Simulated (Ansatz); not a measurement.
Input file for Ansatz (a first-principles code):

Ansatz 0.2 input:
```yaml
crystal:
  lattice:
    - [-2.1592400425, 2.1592400425, 5.4615372059]
    - [2.1592400425, -2.1592400425, 5.4615372059]
    - [2.1592400425, 2.1592400425, -5.4615372059]
  atoms:
    - { symbol: Ag, position: [0.75, 0.25, 0.5] }
    - { symbol: Ag, position: [0.25, 0.75, 0.5] }
    - { symbol: Ge, position: [0.3903122623, 0.3903122623, 0.0] }
    - { symbol: Ge, position: [0.6096877377, 0.6096877377, 0.0] }
    - { symbol: Ca, position: [0.0, 0.0, 0.0] }
kpoints:
  mp_grid: { grid: [13, 13, 13] }
hamiltonian:
  xc: r2scan
  pseudopotentials: { kind: paw }
scf:
  occupations: { method: gaussian, width: 0.05 }
checkpoint: { read: metal.run }
output: { bader: true, populations: true }
```

Output (shortened):

```
basis.fft_grid_basis auto: the FFT boxes are laid along the combinations [[1, 0, 1], [0, 1, 1], [0, 0, 1]] of the cell's own vectors, 4.318, 4.318 and 6.257 Å …
Pseudopotential: Ag, paw, valence charge 19
Pseudopotential: Ge, paw, valence charge 14
Pseudopotential: Ca, paw, valence charge 10
Functional definition: r2SCAN
Crystal: 5 atoms, lattice volume = 101.854 Å³
Basis set: ecut = 500 eV, 2571 PW (Γ), FFT grids on a1+a3, a2+a3, a3, exchange–correlation on 128×128×192 points (64 copies of the dense FFT grid, shifted against one another)
Bands: 46, of which v1, the nominal top of the filled ones, is band 38 counted from 1 (37 counted from 0)
Symmetry: 16 space group operations
Space group: I4/mmm (ITA 139), of the structure as read, at distance tolerance 4.7e-5 Å
k-points: 196 of 2197
Stability of the state it starts from, as read at its close in the unpolarized treatment …
iter 1 solved again at ethr=2.41e-7 eV; its pass at ethr=3.10e-3 eV (dr2=1.83e-4 eV) is discarded
SCF iter   1: F=—  HF=-25636.980025 eV  |F-HF|=—  |Δ(HF+E_count)|=         —  Δρ=5.28e-7  dr2=1.91e-10  dr2_τ=3.88e-11  ethr=2.41e-7  ⟨swp⟩=3.0  Hψ=57588  notcnv=0
preconditioner: auto → Kerker (q_TF=auto, 2.598 Å⁻¹)
SCF iter   2: F=—  HF=-25636.980027 eV  |F-HF|=—  |Δ(HF+E_count)|=   1.67e-6  Δρ=2.63e-7  dr2=4.56e-11  dr2_τ=3.34e-11  ethr=1.00e-12  ⟨swp⟩=6.6  Hψ=35541  notcnv=0
SCF iter   3: F=-25636.980027 eV  HF=-25636.980027 eV  |F-HF|=7.28e-12  |Δ(HF+E_count)|=  2.91e-11  Δρ=1.69e-7  dr2=2.65e-11  dr2_τ=2.36e-12  ethr=1.00e-12  ⟨swp⟩=1.0  Hψ=18834  notcnv=0
SCF 1 converged in 3 iterations: F = -25636.980027 eV  dr2 = 2.65e-11
SCF converged after 3 iterations
Free energy (F): -25636.980027 eV
Harris-Foulkes:  -25636.980027 eV  (|F-HF|=7.28e-12)
Internal energy: -25636.977847 eV  (E = F + TS)
E sigma→0 (E₀):  -25636.978937 eV
Entropy (-TS):   -0.002180 eV (-0.436 meV/atom)
Fermi energy:    11.877452 eV
--- Per-component energies (eV) ---
  E_band       = -1047.207754
  E_kinetic    = 1554.851982
  E_local      = -11245.716348  (includes V_loc(G=0)·N_el)
  E_nonlocal   = 1062.798323
  E_hartree    = 4971.808099
  E_xc         = -632.950046
  E_vxc        = -858.328320  (∫ρ·V_xc dr)
  E_paw        = -12774.059593  (= ΣΔE_a)
  E_vpaw       = -1562.442175  (= ΣTr[D̂ρ^β])
  E_aug_tail   = 0.000142  (compensation charges beyond the density's cutoff)
  E_vtau       = 58.012396  (kinetic-family band-sum trace: ∫τ·v_τ [+ j·A + Jᵃ·Aᵃ] dr)
  E_ewald      = -8570.299587
  E_core_change = -3.410818  (= ΣΔE_core)
  E_smearing   = -0.002180  (= −TS)
  E_closure    = 0.000000  (closes the sum)
  Σ components = -25636.980027   (vs F -25636.980027, Δ=0.00e0)
  [band-id]    e_kinetic+e_local+e_nonlocal+2·e_hartree+e_vxc+e_vpaw+e_augmentation_tail+e_vtau = -1047.207803   (vs E_band -1047.207754, Δ=-4.91e-5)
--- Band table (eV; the first three rows and the last of 196) ---
  k-point 0: bands = ["-83.1325", "-83.1272", "-45.7503", "-45.7503", "-45.7444", "-45.7361", "-45.7078", "-45.7078", "-31.0745", "-13.1597", "-13.0542", "-13.0542", "-12.9778", "-12.9717", "-12.9639", "-12.9546", "-12.9368", "-12.9368", "-12.8735", …
  k-point 1: bands = ["-83.1324", "-83.1274", "-45.7505", "-45.7477", "-45.7442", "-45.7364", "-45.7105", "-45.7076", "-31.0744", "-13.1597", "-13.0543", "-13.0542", "-12.9776", "-12.9721", "-12.9637", "-12.9547", "-12.9369", "-12.9368", "-12.8732", …
  k-point 2: bands = ["-83.1319", "-83.1278", "-45.7512", "-45.7435", "-45.7403", "-45.7370", "-45.7180", "-45.7070", "-31.0740", "-13.1595", "-13.0545", "-13.0541", "-12.9772", "-12.9730", "-12.9630", "-12.9551", "-12.9372", "-12.9367", "-12.8726", …
  k-point 195: bands = ["-83.1324", "-83.1273", "-45.7497", "-45.7497", "-45.7443", "-45.7362", "-45.7084", "-45.7084", "-31.0744", "-13.1599", "-13.0548", "-13.0547", "-12.9796", "-12.9704", "-12.9620", "-12.9562", "-12.9363", "-12.9362", "-12.8728", …
--- Löwdin populations: 5 sites ---
  site symbol       q [e]
     0     Ag     18.4705
     1     Ag     18.4705
     2     Ge     15.0624
     3     Ge     15.0624
     4     Ca      8.3645
  spilling = 0.007496 (of n_electrons = 76.000000)
--- Bader charges: 5 sites ---
  site symbol  charge [e]  shift [e]
     0     Ag     -0.2410     0.0000
     1     Ag     -0.2410     0.0000
     2     Ge     -0.4771     0.0000
     3     Ge     -0.4771     0.0000
     4     Ca      1.4361     0.0000
  shift: an alarm, by how much a part of what the PAW files miss would move the charge. Where it is large, compare
  with a run on PAW files of another source; a small one proves nothing
  estimated error of the sums over rays = 4.8e-4 e
```

Cost: very roughly 4 core-minutes on shared cores.

The workflow started from an entry of the Crystallography Open Database (COD). Its standing as an ambient phase is unchecked. The cell was relaxed with r²SCAN under the symmetry of its start; whether a distortion lowers the energy is not shown. The run is not spin-polarised. Scalar-relativistic: spin–orbit coupling is off unless named, which matters more the heavier the elements.

Potentials: the later of the program's two PAW sets.

Ansatz is a plane-wave DFT program.
